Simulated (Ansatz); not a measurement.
Below is a relaxed structure of NdScSb₂. The cell was found from a structure generator's guess, not taken from experiment.

The calculation used DFT PBE, scalar-relativistic, plane waves, PAW, and for the lanthanide a 4f-in-core norm-conserving potential (Ansatz 0.2.0). Cutoff 660 eV, Γ-centred mesh, Gaussian smearing, no spin polarisation.

```yaml
crystal:
  lattice:
    - [3.98210, 0.00000, 0.00000]
    - [0.00000, 3.98210, 0.00000]
    - [0.00000, 0.00000, 6.61549]
  atoms:
    - { symbol: Nd, position: [0.50000, 0.50000, 0.00000] }
    - { symbol: Sc, position: [0.50000, 0.50000, 0.50000] }
    - { symbol: Sb, position: [0.00000, 0.00000, 0.73412] }
    - { symbol: Sb, position: [0.00000, 0.00000, 0.26588] }
```

The zero of energy is the elements' standard structures at the same level; no fitted shifts are applied.

Question: What space group does it have?

Answer: P4/mmm (No. 123). Conventional cell: a = 3.982 Å, c = 6.615 Å. Around Nd lie 2 Sc at 3.31 Å, 8 Sb at 3.32 Å and 4 Nd at 3.98 Å; Sc is surrounded by 8 Sb at 3.21 Å, 2 Nd at 3.31 Å and 4 Sc at 3.98 Å; Sb has 1 Sb at 3.10 Å, 4 Sc at 3.21 Å, 4 Nd at 3.32 Å, 1 Sb at 3.52 Å and 4 Sb at 3.98 Å.

Question: What is its formation energy per atom?

Answer: −0.78 eV/atom.

Question: Is it a metal?

Answer: Yes, bands cross the Fermi level on the 12×12×8 mesh.

The last run used a 12×12×8 mesh (in the run's order of axes) for its 4-atom cell and Gaussian smearing of 0.10 eV. These runs have no spin–orbit coupling, which can matter for Sb. Trial moments died out on the coarse mesh, so the last step has no spin; another magnetic start might hold. Symmetry constrained the relaxation, so the result can be a saddle point. Another cell of NdScSb2 relaxed alike, in P-3m1, lies 219 meV/atom lower, so this cell isn't the stable form at this level.

The lanthanide is trivalent by construction, without f bands, f moments or other valences. The reference runs of the other elements, and any phases without the lanthanide, used 420 eV, which shifts energies against them by under 10 meV/atom. The lanthanide's reference is the lowest of its hcp, dhcp and fcc cells.
